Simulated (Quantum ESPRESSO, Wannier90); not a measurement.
## Wannier functions of Tl (hcp (Mg type))

Materials Project entry mp-82; symmetrised, unrelaxed at this level. This is the element's usual structure. Level: PBEsol, no spin polarisation, no spin-orbit coupling; pw.x of Quantum ESPRESSO at 50 Ry with PseudoDojo potentials, 12×12×6 k-points, Wannier90. Density: 18×18×8 mesh, cold smearing 0.01 Ry. Spin-orbit coupling is left out although heavy elements are present.

On the energy scale of pw.x, whose zero is arbitrary, the Fermi level lies at 9.98 eV.

Input w.win:

```
num_bands = 2
num_wann = 2
exclude_bands = 1-10,13-25
num_iter = 1000
conv_tol = 1.0e-6
conv_window = 4
write_hr = true
write_u_matrices = true
auto_projections = true
begin unit_cell_cart
ang
    3.4973398763    0.0000000000    0.0000000000
   -1.7486699382    3.0287851785    0.0000000000
    0.0000000000    0.0000000000    5.6465600000
end unit_cell_cart
begin atoms_frac
Tl   0.3333333333 -0.3333333333  0.2500000000
Tl  -0.3333333333  0.3333333333 -0.2500000000
end atoms_frac
mp_grid = 12 12 6
begin kpoints
0.0000000000 0.0000000000 0.0000000000
0.0000000000 0.0000000000 0.1666666667
0.0000000000 0.0000000000 0.3333333333
... (861 more lines: the 12x12x6 mesh through Gamma)
end kpoints
```

Input of pw2wannier90.x that gives the overlap and projection files (equivalent; here they were cut from one run over all bands):

```
&inputpp
  outdir = './out'
  prefix = 'pwscf'
  seedname = 'w'
  write_amn = .true.
  write_mmn = .true.
  atom_proj = .true.
  atom_proj_exclude = 1 2 3 4 5 7 8 9 10 11 12 13 14 16 17 18
/
```

Output w.wout (banner and timings cut):

```
                                    ------
                                    SYSTEM
                                    ------

                              Lattice Vectors (Ang)
                    a_1     3.497340   0.000000   0.000000
                    a_2    -1.748670   3.028785   0.000000
                    a_3     0.000000   0.000000   5.646560

                   Unit Cell Volume:      59.81227  (Ang^3)

                        Reciprocal-Space Vectors (Ang^-1)
                    b_1     1.796561   1.037245  -0.000000
                    b_2     0.000000   2.074490   0.000000
                    b_3     0.000000  -0.000000   1.112746

 *----------------------------------------------------------------------------*
 |   Site       Fractional Coordinate          Cartesian Coordinate (Ang)     |
 +----------------------------------------------------------------------------+
 | tl   1   0.33333  -0.33333   0.25000   |    1.74867  -1.00960   1.41164    |
 | tl   2  -0.33333   0.33333  -0.25000   |   -1.74867   1.00960  -1.41164    |
 *----------------------------------------------------------------------------*
                                ------------
                                K-POINT GRID
                                ------------

             Grid size = 12 x 12 x  6      Total points =  864

 *---------------------------------- MAIN ------------------------------------*
 |  Number of Wannier Functions               :                 2             |
 |  Number of Objective Wannier Functions     :                 2             |
 |  Number of input Bloch states              :                 2             |
 |  Output verbosity (1=low, 5=high)          :                 1             |
 |  Timing Level (1=low, 5=high)              :                 1             |
 |  Optimisation (0=memory, 3=speed)          :                 3             |
 |  Length Unit                               :               Ang             |
 |  Post-processing setup (write *.nnkp)      :                 F             |
 |  Using Gamma-only branch of algorithms     :                 F             |
 *----------------------------------------------------------------------------*
 *------------------------------- WANNIERISE ---------------------------------*
 |  Total number of iterations                :              1000             |
 |  Number of CG steps before reset           :                 5             |
 |  Trial step length for line search         :             2.000             |
 |  Convergence tolerence                     :         0.100E-05             |
 |  Convergence window                        :                 4             |
 |  Iterations between writing output         :                 1             |
 |  Iterations between backing up to disk     :               100             |
 |  Write r^2_nm to file                      :                 F             |
 |  Write xyz WF centres to file              :                 F             |
 |  Write on-site energies <0n|H|0n> to file  :                 F             |
 |  Use guiding centre to control phases      :                 F             |
 |  Use phases for initial projections        :                 F             |
 *----------------------------------------------------------------------------*
 *-------------------------------- PLOTTING ----------------------------------*
 |  Plotting Hamiltonian in WF basis          :                 T             |
 *----------------------------------------------------------------------------*

       ... (k-mesh section left out)

 Starting a new Wannier90 calculation ...

 Reading overlaps from w.mmn

 Reading projections from w.amn

 *------------------------------- WANNIERISE ---------------------------------*
 +--------------------------------------------------------------------+<-- CONV
 | Iter  Delta Spread     RMS Gradient      Spread (Ang^2)            |<-- CONV
 +--------------------------------------------------------------------+<-- CONV

 ------------------------------------------------------------------------------
 Initial State
  WF centre and spread    1  (  1.748670, -1.009595,  1.411640 )     3.77832853
  WF centre and spread    2  ( -1.748670,  1.009595, -1.411640 )     3.77832853
  Sum of centres and spreads (  0.000000, -0.000000,  0.000000 )     7.55665705

      0     0.756E+01     0.0000000000        7.5566570568  <-- CONV
        O_D=      0.0415090 O_OD=      0.0632989 O_TOT=      7.5566571 <-- SPRD
 ------------------------------------------------------------------------------
      1    -0.219E-02     0.0310110260        7.5544690742  <-- CONV
        O_D=      0.0393210 O_OD=      0.0632989 O_TOT=      7.5544691 <-- SPRD
      2    -0.651E-03     0.0193747024        7.5538180906  <-- CONV
        O_D=      0.0386700 O_OD=      0.0632989 O_TOT=      7.5538181 <-- SPRD
      3    -0.188E-03     0.0109205811        7.5536297406  <-- CONV
        O_D=      0.0384817 O_OD=      0.0632989 O_TOT=      7.5536297 <-- SPRD
      4    -0.696E-04     0.0062890848        7.5535601131  <-- CONV
        O_D=      0.0384120 O_OD=      0.0632989 O_TOT=      7.5535601 <-- SPRD
      5    -0.201E-04     0.0035345047        7.5535399693  <-- CONV
        O_D=      0.0383919 O_OD=      0.0632989 O_TOT=      7.5535400 <-- SPRD
       ... (lines left out)
      8    -0.126E-06     0.0003048297        7.5535348366  <-- CONV
        O_D=      0.0383868 O_OD=      0.0632989 O_TOT=      7.5535348 <-- SPRD
      9    -0.267E-07     0.0001333049        7.5535348099  <-- CONV
        O_D=      0.0383867 O_OD=      0.0632989 O_TOT=      7.5535348 <-- SPRD
     10    -0.547E-08     0.0000614673        7.5535348044  <-- CONV
        O_D=      0.0383867 O_OD=      0.0632989 O_TOT=      7.5535348 <-- SPRD
             <<<     Delta < 1.000E-06  over  4 iterations     >>>
             <<< Wannierisation convergence criteria satisfied >>>
 Final State
  WF centre and spread    1  (  1.748670, -1.009595,  1.411640 )     3.77676740
  WF centre and spread    2  ( -1.748670,  1.009595, -1.411640 )     3.77676740
  Sum of centres and spreads (  0.000000, -0.000000,  0.000000 )     7.55353480

         Spreads (Ang^2)       Omega I      =     7.451849214
        ================       Omega D      =     0.038386726
                               Omega OD     =     0.063298865
    Final Spread (Ang^2)       Omega Total  =     7.553534804
```
